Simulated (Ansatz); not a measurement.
Data:

ScOF:
```cif
data_F2O2Sc2
_chemical_formula_sum 'Sc2 O2 F2'
_space_group_name_H-M_alt 'P 1'
_space_group_IT_number 1
_cell_length_a 3.53601
_cell_length_b 3.53601
_cell_length_c 5.02836
_cell_angle_alpha 90.000
_cell_angle_beta 90.000
_cell_angle_gamma 90.000
loop_
_space_group_symop_operation_xyz
  'x, y, z'
loop_
_atom_site_label
_atom_site_type_symbol
_atom_site_fract_x
_atom_site_fract_y
_atom_site_fract_z
_atom_site_occupancy
Sc1 Sc 0.50000 0.00000 0.70894 1
Sc2 Sc 0.00000 0.50000 0.29106 1
O1 O 0.00000 0.00000 0.50000 1
O2 O 0.50000 0.50000 0.50000 1
F1 F 0.50000 0.50000 0.00000 1
F2 F 0.00000 0.00000 0.00000 1
```

This is the LDA-relaxed structure.

**Question.** All from the program Ansatz at the LDA level (PAW), unless another level is named. Give the smallest direct gap on the standard path.

**Answer.** 4.56 eV.

**Question.** And the band gap?

**Answer.** 4.41 eV (indirect).

**Question.** What about the conduction-band minimum?

**Answer.** at Γ.

Space group P4/nmm. The first step of the workflow began from a Materials Project structure, measured or hypothetical; the Crystallography Open Database copy checked does not list it. Its standing as an ambient phase is unchecked. Symmetry was held in the LDA relaxation. At this level the phase is dynamically unstable (imaginary phonons). The run is not spin-polarised.

Potentials: the later of the program's two PAW sets.
